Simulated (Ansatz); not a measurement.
KYTe2 in space group R-3m (No. 166; K on 3b, Y on 3a, Te on 6c) under volume change, r²SCAN (plane waves, PAW; program Ansatz), shape and atoms relaxed at each volume.

| V (Å³/atom) | E − E(relaxed) (meV/atom) | P (GPa) |
|---|---|---|
| 32.490 | 32.4 | 3.53 |
| 33.561 | 13.6 | 2.15 |
| 34.632 | 3.2 | 0.99 |
| 35.703 | 0.0 | 0.00 |
| 36.774 | 2.8 | -0.83 |
| 37.845 | 10.7 | -1.54 |
| 38.916 | 23.0 | -2.13 |

### Question
What does a third-order Birch–Murnaghan fit give for V₀, B₀ and B′?

### Answer
V₀ = 35.71 Å³/atom, B₀ = 30.2 GPa, B′ = 4.6.

The workflow started from a Materials Project entry (that database holds measured and hypothetical structures alike); the Crystallography Open Database copy checked does not list it. Its standing as an ambient phase is unchecked. Symmetry was held in the r²SCAN relaxation; whether a distortion lowers the energy is not shown. No spin polarisation was allowed. Spin–orbit coupling is left out wherever it is not named.

Potentials: the later of the program's two PAW sets.
